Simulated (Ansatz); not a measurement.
Recipe of this trial structure of Zr₂PbO: random cell by space group and Wyckoff sites (P-3m1, No. 164). Its size is a rough estimate.

```cif
data_structure
_symmetry_space_group_name_H-M 'P 1'
_symmetry_Int_Tables_number 1
_cell_length_a 4.5898
_cell_length_b 4.5898
_cell_length_c 4.0012
_cell_angle_alpha 90.000
_cell_angle_beta 90.000
_cell_angle_gamma 120.000
_cell_volume 73.00
loop_
_atom_site_label
_atom_site_type_symbol
_atom_site_fract_x
_atom_site_fract_y
_atom_site_fract_z
_atom_site_occupancy
Zr1 Zr 0.33333 0.66667 0.45402 1
Zr2 Zr 0.66667 0.33333 0.54598 1
Pb1 Pb 0.00000 0.00000 0.50000 1
O1 O 0.00000 0.00000 0.00000 1
```

All numbers below come from Ansatz 0.2.0, DFT PBE, scalar-relativistic, plane waves, PAW. Cutoff 420 eV, Gaussian smearing, Γ-centred meshes. Cell and atoms relax first on a coarse mesh and then on a finer one. In between, the cell is made exact in the group found at 0.06 Å. In metals the finer mesh still leaves noise of several meV/atom or more. The steps can't lower the symmetry of their start. No spin polarisation in the relaxation; trial moments died out in a coarse test.

A guess keeps its type if space group and coordination stay and the shape of the cell changes little (axis ratios within about 15 %, angles within 6°); the volume may change.

Question: Will the relaxed cell still be of the starting type?

Answer: It doesn't keep its type. The symmetry stays P-3m1 (No. 164). The volume per atom grows by 0.9 %, from 18.2 to 18.4 Å³. The shortest distance goes from 2.00 Å (Pb–O) to 2.32 Å (Zr–O). The ratio c/a of the conventional cell changes by a factor of 2.65. Counting neighbours within 15 % of an atom's shortest distance, the start has O 2, Pb 2, Zr 6 and the end O 6, Pb 12, Zr 3. In detail, at the end Zr is surrounded by 3 O at 2.32 Å, 3 Pb at 3.19 Å and 9 Zr at 3.23–3.33 Å; Pb is surrounded by 6 Zr at 3.19 Å, 6 Pb at 3.33 Å and 2 O at 3.84 Å; around O lie 6 Zr at 2.32 Å, 6 O at 3.33 Å and 2 Pb at 3.84 Å.

```cif
data_structure
_symmetry_space_group_name_H-M 'P-3m1'
_symmetry_Int_Tables_number 164
_cell_length_a 3.3266
_cell_length_b 3.3266
_cell_length_c 7.6892
_cell_angle_alpha 90.000
_cell_angle_beta 90.000
_cell_angle_gamma 120.000
_cell_volume 73.69
loop_
_atom_site_label
_atom_site_type_symbol
_atom_site_symmetry_multiplicity
_atom_site_Wyckoff_symbol
_atom_site_fract_x
_atom_site_fract_y
_atom_site_fract_z
_atom_site_occupancy
Zr1 Zr 2 d 0.33333 0.66667 0.16884 1
Pb1 Pb 1 b 0.00000 0.00000 0.50000 1
O1 O 1 a 0.00000 0.00000 0.00000 1
```

The last run used an 18×18×8 mesh (in the run's order of axes) for its 4-atom cell and Gaussian smearing of 0.10 eV. Spin–orbit coupling, which can matter for Pb, is left out. A structure relaxed within its symmetry needn't be a true minimum. Another cell of Zr2PbO relaxed alike, in P4/nmm, lies 106 meV/atom lower, so this cell isn't the stable form at this level.
